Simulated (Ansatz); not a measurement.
# InBi: do energies and stresses tell the same story?

The calculation used Ansatz, DFT r2SCAN, scalar-relativistic, plane waves, PAW.

Cutoff 500 eV; k points 12×12×12 on the computed 2-atom cell (Γ-centred); Gaussian smearing, width 0.10 eV; no spin polarisation.

Relaxed cell: F-43m, a = 6.757 Å, b = 6.757 Å, c = 6.757 Å, α = 90.00°, β = 90.00°, γ = 90.00°, 2 atoms in the primitive cell. Whether it is the stable form of this composition wasn't checked.

Energies at zero smearing and pressures from the stress tensor, at volumes with shape and atoms relaxed:
```json
{"V (Å³/atom)": "36.245", "E − E(first) (meV/atom)": "0.00", "P (GPa)": "2.59"}
{"V (Å³/atom)": "37.402", "E − E(first) (meV/atom)": "-13.42", "P (GPa)": "1.18"}
{"V (Å³/atom)": "38.559", "E − E(first) (meV/atom)": "-17.51", "P (GPa)": "0.00"}
{"V (Å³/atom)": "39.716", "E − E(first) (meV/atom)": "-13.78", "P (GPa)": "-0.99"}
{"V (Å³/atom)": "40.873", "E − E(first) (meV/atom)": "-3.47", "P (GPa)": "-1.83"}
```

Check P = −dE/dV between neighbouring volumes, and get the bulk modulus from the pressures alone.

With 1 eV/Å³ = 160.2 GPa:
```csv
middle V (Å³/atom),−ΔE/ΔV (GPa),mean P (GPa)
36.824,1.859,1.884
37.981,0.567,0.590
39.137,-0.518,-0.497
40.294,-1.428,-1.410
```

The two differ by 0.03 GPa at most. The mean of two end pressures misses the average over a step by about ΔV² P″/12, up to 0.02 GPa here; with that taken off 0.01 GPa remains. Around V = 38.559 Å³/atom, the two neighbours give B = −V ΔP/ΔV = 38.559 × 2.17 / 2.314 = 36.2 GPa, against B0 = 36.1 GPa from the Birch–Murnaghan fit of the energies.

Spin–orbit coupling is left out, which can shift energies with elements as heavy as these.